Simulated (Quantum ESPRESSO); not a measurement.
```cif
data_Se2Sn
_chemical_formula_sum 'Se2 Sn1'
_space_group_name_H-M_alt 'P-3m1'
_space_group_IT_number 164
_space_group_name_Hall '-P 3 2"'
_cell_length_a 3.84190
_cell_length_b 3.84190
_cell_length_c 6.48588
_cell_angle_alpha 90.000
_cell_angle_beta 90.000
_cell_angle_gamma 120.000
loop_
_atom_site_label
_atom_site_type_symbol
_atom_site_symmetry_multiplicity
_atom_site_Wyckoff_symbol
_atom_site_fract_x
_atom_site_fract_y
_atom_site_fract_z
_atom_site_occupancy
Se1 Se 2 d 0.33333 0.66667 0.24290 1
Sn1 Sn 1 a 0.00000 0.00000 0.00000 1
```

The geometry is that of Materials Project entry mp-665, symmetrised and not relaxed again.

Q: What does PBE (Quantum ESPRESSO, PseudoDojo norm-conserving, 86 Ry, without SOC) give for the electronic structure near the Fermi level?

A: The PBE gap is 0.72 eV; at least one edge lies off the plotted path, at a point of the SCF mesh. The smallest direct gap is 1.16 eV. Another conduction extremum on the path lies within 0.02 eV, too close to call. Spin-orbit splittings are left out.

The distance between layers or molecules is the database entry's, not relaxed here. Functionals without dispersion can leave it too large, which widens gaps and weakens the response across layers: the numbers belong to this cell.
